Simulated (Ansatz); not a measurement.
Hg:
```yaml
crystal:
  lattice:
    - [2.07004, 1.19514, 1.97850]
    - [-2.07004, 1.19514, 1.97850]
    - [0.00000, -2.39028, 1.97850]
  atoms:
    - { symbol: Hg, position: [0.00000, 0.00000, 0.00000] }
```

Relaxed with DFT-PBE in the program Ansatz with PAW potentials. Indices refer to the conventional cell of R-3m, a = 4.140 Å, b = 4.140 Å, c = 5.936 Å, α = 90.00°, β = 90.00°, γ = 120.00°.

### Question
Simulate the powder diffraction pattern (Cu Kα, λ = 1.54184 Å; lines above 1 %) up to 2θ = 90°.

### Answer
Simulated powder pattern, Cu Kα, λ = 1.54184 Å (kinematic, ideal powder, no thermal factors, no anomalous dispersion; the 30 strongest lines at most, above 1 %, up to 2θ = 90°):

| 2θ (°) | d (Å) | I/Imax (%) | hkl |
|---|---|---|---|
| 29.10 | 3.069 | 100 | (1 0 -1 1) |
| 39.41 | 2.286 | 45 | (0 1 -1 2) |
| 43.73 | 2.070 | 34 | (1 1 -2 0) |
| 45.87 | 1.979 | 9.9 | (0003) |
| 53.39 | 1.716 | 19 | (0 2 -2 1) |
| 60.32 | 1.534 | 13 | (2 0 -2 2) |
| 65.23 | 1.430 | 21 | (1 1 -2 3) |
| 68.43 | 1.371 | 9.2 | (1 0 -1 4) |
| 71.40 | 1.321 | 16 | (2 1 -3 1) |
| 77.42 | 1.233 | 13 | (1 2 -3 2) |
| 80.34 | 1.195 | 6.0 | (3 0 -3 0) |
| 84.82 | 1.143 | 5.4 | (0 2 -2 4) |
| 86.33 | 1.127 | 5.2 | (0 1 -1 5) |

Symmetry was held in the PBE relaxation. The substance is a gas or liquid at ambient conditions; this is its low-temperature solid. The volume moved by 27 % from the start of the relaxation. Axis ratios of metals converge slowly with the k-mesh, so a and c are less sure than the volume. Spin–orbit coupling is left out wherever it is not named.

Potentials: the later of the program's two PAW sets.
